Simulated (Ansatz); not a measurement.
A geometry of TiC away from equilibrium: the start of the relaxation of a relaxed TiC cell displaced along its unstable phonon at q = (0, ½, 0) of its primitive reciprocal cell (202i cm⁻¹), largest move 0.15 Å. The numbers are results of r2SCAN (plane waves to 500 eV, PAW, scalar-relativistic; Ansatz, a quantum-chemistry and plane-wave program), not measurements. Γ-centred k-mesh 6×6×12 on the run's cell (coarser than for final values), Fermi–Dirac smearing 0.05 eV.

```xyz
8
Lattice="5.3960 0.0000 0.0000 0.0000 5.7748 0.0000 0.0000 0.0000 2.7754" Properties=species:S:1:pos:R:3:forces:R:3 pbc="T T T" free_energy=-11025.233 pressure_GPa=-0.2
C      0.0869     1.4437     1.5099    0.1239    0.0000    0.1996
C     -0.0869     4.3311     1.2655   -0.1239    0.0000   -0.1996
C      2.7850     1.4437     1.2655    0.1239    0.0000   -0.1996
C      2.6111     4.3311     1.5099   -0.1239    0.0000    0.1996
Ti     4.0470     0.0000     2.1124    0.0000    0.0000   -0.1066
Ti     4.0470     2.8874     2.1124    0.0000    0.0000   -0.1066
Ti     1.3490     0.0000     0.6630    0.0000    0.0000    0.1066
Ti     1.3490     2.8874     0.6630    0.0000    0.0000    0.1066
```

Positions in Å, forces in eV/Å, free energy of the cell in eV (comparable only within this code, potentials and settings). Largest force: 0.23 eV/Å, on C1, C2, C3, C4 (atoms numbered as listed); the geometry lies 0.40 eV/atom above the end of its relaxation.

No spin polarisation in the result.

The run could not lose the symmetry of its start, so the end can be a saddle point.

The end of the path is a generated cell of TiC: the first start was made by placing the elements on the sites of a structure type, and the end was not matched to a known phase here, so it may be hypothetical. Known forms of TiC include space group No. 225.
